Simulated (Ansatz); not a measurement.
Zr₄Al₃:
```
CELL_PARAMETERS angstrom
      5.44279     0.00000     0.00000
     -2.72140     4.71360     0.00000
      0.00000     0.00000     5.38096
ATOMIC_POSITIONS crystal
  Zr 0.00000 0.00000 0.26048
  Zr 0.00000 0.00000 0.73952
  Zr 0.33333 0.66667 0.50000
  Zr 0.66667 0.33333 0.50000
  Al 0.00000 0.50000 0.00000
  Al 0.50000 0.00000 0.00000
  Al 0.50000 0.50000 0.00000
```

Relaxed with r²SCAN.

Q: Give the Bader charges and basin volumes of the independent atoms, plane-wave PAW r²SCAN (Ansatz code).

A: 

```csv
atom,Bader charge (e),Bader volume (Å³)
Zr1,+0.46,19.1
Zr3,+0.81,19.0
Al5,-0.84,20.6
```

Space group P6/mmm. The workflow started from a Materials Project entry (that database holds measured and hypothetical structures alike); the Crystallography Open Database copy checked does not list it. Its standing as an ambient phase is unchecked. The cell was relaxed with r²SCAN under the symmetry of its start; whether a distortion lowers the energy is not shown. The run is not spin-polarised.

Potentials: the later of the program's two PAW sets.
